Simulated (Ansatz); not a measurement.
**Questions on the electronic state of SrVO₃**

System: SrVO₃, a test cell of our own (not relaxed); the cell holds 5 atoms.

```xyz
5
Lattice="3.7538 0.0000 0.0000 0.0000 3.7538 0.0000 0.0000 0.0000 3.7538" Properties=species:S:1:pos:R:3 pbc="T T T"
Sr    0.0000    0.0000    0.0000
V     1.8769    1.8769    1.8769
O     1.8769    1.8769    0.0000
O     1.8769    0.0000    1.8769
O     0.0000    1.8769    1.8769
```

Site labels below count the atoms in this order, from 1.

These are results of DFT, PBE+U, norm-conserving potentials, plane waves, scalar-relativistic in Ansatz development build ahead of 0.2.0, not measurements.

```
Hubbard term (Dudarev form) : U − J = 3.25 eV on V d
Plane-wave cutoff           : 1240 eV
k-point mesh                : 6×6×6 (Γ-centred)
Occupations                 : Gaussian smearing, 0.1 eV
```

The total moment includes the space between the atomic spheres.

A static U favours moments and orbital order; the result depends on U and need not be the measured state. With one magnetic atom in the cell its copies can only be parallel; orders in a larger cell may lie lower.

The mesh is too coarse to rank close states of a metal with certainty: differences of some tens of meV/atom may change, at times in sign.

States within about 5 meV/atom are too close for this mesh, smearing and search to settle their order. Orders that need a larger cell or non-collinear spins weren't tried. No run without spin polarisation was made.

“Plain SCF” means no search for lower states. The standard search may start further SCF runs from other orders; the lowest state can still be missed. With a search on, the program may also reshape the start on open shells. Ends within 0.2 meV/atom and 0.1 μB count as one state.

Task: Which state comes out lowest among 4 converged runs with various starts and settings? Give the order and the site moments.

Result: Spin-polarised, site moments V2 0.86 μB, total 1.00 μB per cell. It was reached from: standard search for lower states [V2 1.00 μB].

Task: Start: occupation matrices typed (V2 up diagonal 0.3 0.2 0.2 0.3 0.9, V2 down diagonal 0.25 0.1 0.1 0.25 0.1), plain SCF [spin density started apart from these, at V2 1.00 μB]. Give the end state and its height above the lowest.

Result: It converges in 18 iterations to a state 1.6 meV/atom above the lowest: spin-polarised, site moments V2 0.87 μB, total 1.00 μB per cell (the moments match the lowest state's; the Hubbard occupation eigenvalues are V2 up 0.32 0.33 0.48 0.48 0.67, down 0.15 0.16 0.16 0.30 0.30, against V2 up 0.32 0.32 0.41 0.48 0.73, down 0.15 0.16 0.17 0.30 0.30).
